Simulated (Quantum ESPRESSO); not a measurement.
BSi2PC4, convergence and cost over cutoff and k mesh

Simulated, not a measurement. The program is pw.x of Quantum ESPRESSO 7.5 (plane-wave density functional theory). The cell is made up: 8 atoms on a wurtzite lattice, with randomly drawn elements, strain and displacements, not relaxed. PseudoDojo standard norm-conserving files (v0.5 for PBE, v0.4.1 for LDA and PBEsol) set the functional; there is no spin polarisation, spin-orbit coupling or dispersion term, and the masses in the input are unused placeholders.

Input of the run in row 2:

```
&control calculation='scf', pseudo_dir='./dojo.nc.sr.pbe.v0_5.standard.upf', outdir='./o', disk_io='medium', tprnfor=.true., tstress=.true. /
&system ibrav=0, nat=8, ntyp=4, nbnd=22, ecutwfc=82.02448710, nosym=.true., tot_charge=0,
 occupations='smearing', smearing='fd', degauss=0.0018374661
/
&electrons conv_thr=7.350e-09, electron_maxstep=60, /
ATOMIC_SPECIES
B 1.0 B.upf
C 1.0 C.upf
P 1.0 P.upf
Si 1.0 Si.upf
CELL_PARAMETERS angstrom
3.1811 0.0161 0.0007
0.0279 5.3554 0.0831
0.0011 0.0783 5.0941
ATOMIC_POSITIONS angstrom
B -0.0166 -0.0399 -0.0027
Si 1.5709 2.7309 0.012
P 1.5614 0.9763 2.5689
Si -0.0106 3.5492 2.5751
C -0.0651 0.0803 1.841
C 1.5952 2.7492 1.9229
C 1.6638 0.9906 4.4215
C 0.0629 3.6529 4.5264
K_POINTS automatic
6 4 4 1 1 1
```

The same cell was run at these settings. Meshes are shifted by half a step, and differences are from the last row, which is itself not exact.

```
cutoff (eV)     k mesh  k points solved  threshold (eV)  free energy less the last row's (eV)  pressure (GPa)  largest stress difference (GPa)  largest force difference (eV/Å)  iterations  wall time (s)  k-point pools              processor
        781  2 x 2 x 2                4           1e-04                                -0.758          -27.00                             8.59                            0.293           8              7              1  AMD EPYC, Zen 5 class
       1116  6 x 4 x 4               48           1e-07                                -0.002          -23.49                             0.15                            0.010          13            108              1  AMD EPYC, Zen 5 class
       1347  8 x 6 x 6              144           1e-07                                 0.000          -23.43                             0.00                            0.000          13            449              1  AMD EPYC, Zen 5 class
```

Each pool is one process. Wall times include start-up and a band step at six k points, which weighs most on the coarsest meshes. The runs were on shared virtual cores whose load varied, so times are rough.